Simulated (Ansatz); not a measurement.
A geometry of La₂O₃ away from equilibrium: the start of the relaxation of a relaxed La2O3 cell, doubled along one cell vector, shaken by Gaussian noise of σ = 0.08 Å a coordinate. Calculation: PBE (plane waves to 420 eV, PAW, scalar-relativistic; Ansatz, a program for electronic structure). Γ-centred k-mesh 7×7×2 on the run's cell (coarser than for final values), Fermi–Dirac smearing 0.05 eV.

```xyz
10
Lattice="3.9407 0.0000 0.0000 -1.9703 3.4127 0.0000 0.0000 0.0000 12.3764" Properties=species:S:1:pos:R:3:forces:R:3 pbc="T T T" free_energy=-28424.565 pressure_GPa=0.1
O     -0.0306    -0.0151    -0.0363   -0.0337   -0.1064   -0.3892
O      0.0636     0.0228     6.1436   -0.0059   -0.1577    0.4592
O      0.0505     2.2291     3.9094   -0.6215    0.1378    0.1454
O     -0.0760     2.2756    10.1627    0.4235   -0.4534    0.6500
O      1.9419     1.0045     2.1815    0.1123    0.8386   -1.0036
O      2.0422     1.0887     8.3772   -0.6163    0.0086    0.4737
La     0.0286     2.3042     1.3879   -0.1355   -0.6739    2.2452
La    -0.0089     2.2219     7.7776    0.2702    0.0722   -0.9684
La     1.8543     1.0972     4.6778    0.6877   -0.1507   -0.8012
La     1.9584     1.0423    10.8917   -0.0808    0.4849   -0.8112
```

Positions in Å, forces in eV/Å, free energy of the cell in eV (comparable only within this code, potentials and settings). Largest force: 2.35 eV/Å, on La7 (atoms numbered as listed); the geometry lies 0.04 eV/atom above the end of its relaxation.

No spin polarisation in the result.

The first start was generated by placing the elements on the sites of a structure type. Materials Project lists a structure of La2O3 in the same space group, P-3m1 (No. 164); the sites were not compared with it, nor with measured phases.
